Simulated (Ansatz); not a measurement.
Starting cell, PbSe (rock salt):

```yaml
crystal:
  lattice:
    - [0.00000, 6.21775, 6.21775]
    - [3.10888, 0.00000, 3.10888]
    - [3.10888, 3.10888, 0.00000]
  atoms:
    - { symbol: Se, position: [0.00000, 0.00000, 0.00000] }
    - { symbol: Se, position: [0.50000, 0.00000, 0.00000] }
    - { symbol: Pb, position: [0.25000, 0.50000, 0.50000] }
    - { symbol: Pb, position: [0.75000, 0.50000, 0.50000] }
```

The atoms are displaced by Q × the pattern below (from a DFPT mode at L = (0.5, 0.0, 0.0), largest move 1; Q in Å), at fixed cell. (q is in reciprocal vectors of the primitive cell; the cell shown is doubled to hold the pattern.)

```json
[
 {"atom": "Pb3", "x": "-0.577", "y": "0.577", "z": "0.577"},
 {"atom": "Pb4", "x": "0.577", "y": "-0.577", "z": "-0.577"}
]
```

Atoms not listed stay in place.

All values below come from PBE (plane waves to 420 eV, PAW, scalar-relativistic; Ansatz, a program for electronic structure). k mesh 9×9×9 (Γ-centred), Fermi-Dirac smearing 0.05 eV. The energy includes the smearing's −TS. Stress and pressure are positive under compression. PbSe was relaxed with its symmetry unable to fall. Spin-orbit coupling is left out, though Pb is heavy. The zero of ΔE is the undisplaced structure.

| Q (Å) | ΔE (eV/cell) | −dE/dQ from forces (eV/Å) | P (GPa) |
|---|---|---|---|
| -0.180 | [?] | 2.486 | 0.55 |
| -0.150 | 0.1568 | 2.080 | 0.38 |
| -0.120 | [?] | 1.670 | 0.24 |
| -0.090 | [?] | 1.256 | 0.14 |
| -0.060 | 0.0252 | 0.839 | 0.06 |
| -0.030 | 0.0063 | 0.420 | 0.02 |
| 0.000 | 0.0000 | 0.000 | 0.00 |
| 0.030 | 0.0063 | -0.420 | 0.02 |
| 0.060 | 0.0252 | -0.839 | 0.06 |
| 0.090 | [?] | -1.256 | 0.14 |
| 0.120 | [?] | -1.670 | 0.24 |
| 0.150 | 0.1568 | -2.080 | 0.38 |
| 0.180 | [?] | -2.486 | 0.55 |

**Question.** Complete the blanks.

**Answer.** 
- -0.180, ΔE (eV/cell): 0.2253
- -0.120, ΔE (eV/cell): 0.1005
- -0.090, ΔE (eV/cell): 0.0566
- 0.090, ΔE (eV/cell): 0.0566
- 0.120, ΔE (eV/cell): 0.1005
- 0.180, ΔE (eV/cell): 0.2253

(For displaced atoms, the force is minus the slope of the energy, and its curvature is a force constant, which sets phonon frequencies.)
